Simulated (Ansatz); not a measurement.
GaAs:
Space group P4₂/mnm (No. 136); a = b = 6.916 Å, c = 4.004 Å, α = β = γ = 90.00°

| atom | site | symmetry | x | y | z |
|---|---|---|---|---|---|
| Ga | 4g | m.2m | 0.1760 | 0.1760 | 0.5000 |
| As | 4f | m.2m | 0.3178 | 0.3178 | 0.0000 |

This is the PBEsol-relaxed structure.

Task: All from plane-wave PAW PBEsol (Ansatz code), unless another level is named. Predict the hole effective mass.

Result: 0.13, 0.92, 0.92 mₑ (principal values).

Task: Predict the band gap.

Result: 0.48 eV (smallest direct gap 0.49 eV).

Task: What about the HSE06 gap on the PBEsol cell?

Result: 1.35 eV.

Task: Give the formation energy from the elements (no fitted shifts).

Result: -0.24 eV/atom.

Task: Next, the valence-band maximum?

Result: on the M–Γ line, 91 % of the way from M.

Space group P4_2/mnm. The start of the workflow was typed in or built on a structure type; neither database checked (COD, Materials Project) lists it. It is not the phase usual at ambient conditions (space group No. 216). The cell was relaxed with PBEsol under the symmetry of its start; whether a distortion lowers the energy is not shown. The volume moved by 16 % from the start of the relaxation. The references are the lowest solids computed at this level, not always the standard phases. Scalar-relativistic: spin–orbit coupling is off unless named, which matters more the heavier the elements.

Potentials: the earlier of the program's two PAW sets. The files were generated under PBE; for other functionals the program regenerates the frozen cores, and for LDA and PBEsol the local potential too.
